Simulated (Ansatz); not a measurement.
The end point of a relaxation of ZnO. Method: PBE (plane waves to 420 eV, PAW, scalar-relativistic; Ansatz, an electronic-structure program).

```
CELL_PARAMETERS angstrom
      3.26955     0.00000     0.00000
     -1.63478     2.83151     0.00000
      0.00000     0.00000    15.96304
ATOMIC_POSITIONS crystal
  Zn 0.00000 0.00000 0.99989
  Zn 0.00000 0.00000 0.49989
  Zn 0.66667 0.33333 0.83342
  Zn 0.33333 0.66667 0.33342
  Zn 0.66667 0.33333 0.16663
  Zn 0.33333 0.66667 0.66663
  O  0.00000 0.00000 0.87469
  O  0.00000 0.00000 0.37469
  O  0.66667 0.33333 0.70794
  O  0.33333 0.66667 0.20794
  O  0.66667 0.33333 0.04113
  O  0.33333 0.66667 0.54113
```

Find the space group and the Wyckoff positions (tolerance 0.01 Å).

Space group P6₃mc (No. 186); a = 3.2696 Å, b = 3.2696 Å, c = 15.9630 Å, α = 90.00°, β = 90.00°, γ = 120.00°

| atom | site | symmetry | x | y | z |
|---|---|---|---|---|---|
| Zn | 2a | 3m. | 0.0000 | 0.0000 | 0.4999 |
| Zn | 2b | 3m. | 0.3333 | 0.6667 | 0.3334 |
| Zn | 2b | 3m. | 0.6667 | 0.3333 | 0.1666 |
| O | 2a | 3m. | 0.0000 | 0.0000 | 0.3747 |
| O | 2b | 3m. | 0.3333 | 0.6667 | 0.2079 |
| O | 2b | 3m. | 0.6667 | 0.3333 | 0.0411 |

This is the AFLOW prototype AB_hP12_186_a2b_a2b (B6, as in SiC).

Give the shortest distances between elements (the closest pairs, up to four, under 3.6 Å).

O–Zn 2.00 Å; O–O 3.26 Å; Zn–Zn 3.26 Å.

| Property | Value |
|---|---|
| Volume per atom | 12.32 Å³ |
| Band gap | 0.67 eV, direct at Γ (no spin-orbit coupling) |

No spin polarisation in the result.

The run could not lose the symmetry of its start; a randomly shaken copy of 12 atoms returns to this structure.

The first start was generated by placing the elements on the sites of a structure type. A measured structure of ZnO has the same space group, P6₃mc (No. 186); the sites were not compared with it.
